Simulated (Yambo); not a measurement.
# Convergence of the G0W0 gap of FeB$_{2}$

G0W0@PBEsol for FeB$_{2}$ (space group Pnma, No. 62) in Yambo. Reference settings: 2×2×4 Γ-centred k mesh, bands 17 to 153 and a 7 Ry block in the screening, 153 bands in G with the Bruneval-Gonze terminator, plasmon pole fitted at 27.2 eV. The PBEsol gap (0, -0.5, -0.5) → (-0.5, 0, -0.5) on this mesh is 0.43 eV; G0W0 gaps are taken between the same points.

```tsv
change from the reference	G0W0 gap (0, -0.5, -0.5) → (-0.5, 0, -0.5) (eV)	shift of the valence edge (eV)	rough Yambo cost
reference settings	0.47	0.69	1
76 bands in W, 76 bands in G	0.52	0.86	about 1/3
109 bands in W, 109 bands in G	0.47	0.76	within a factor of two
76 bands in G	0.50	0.69	–
87 bands in W	0.48	0.80	about 1/2
pole fitted at 10 eV	0.46	0.73	–
no random integration	0.46	0.77	–
no terminator	0.47	0.93	–
```

The reference isn't shown to be the converged limit. Costs are rough (shared machines), scaled to the same edge states, and given only for runs that recompute the screening.

Geometry of the Materials Project entry, not relaxed at this level; primitive cell a = 4.8204 Å, b = 4.8080 Å, c = 3.7418 Å, α = 90.00°, β = 90.00°, γ = 90.00°.

The structure is a Materials Project entry; no match was found in the copy of COD used, and its stability was not checked.

The runs are not spin-polarised; magnetic order was not tried.

A shift is the quasiparticle energy of the state minus its PBEsol energy.
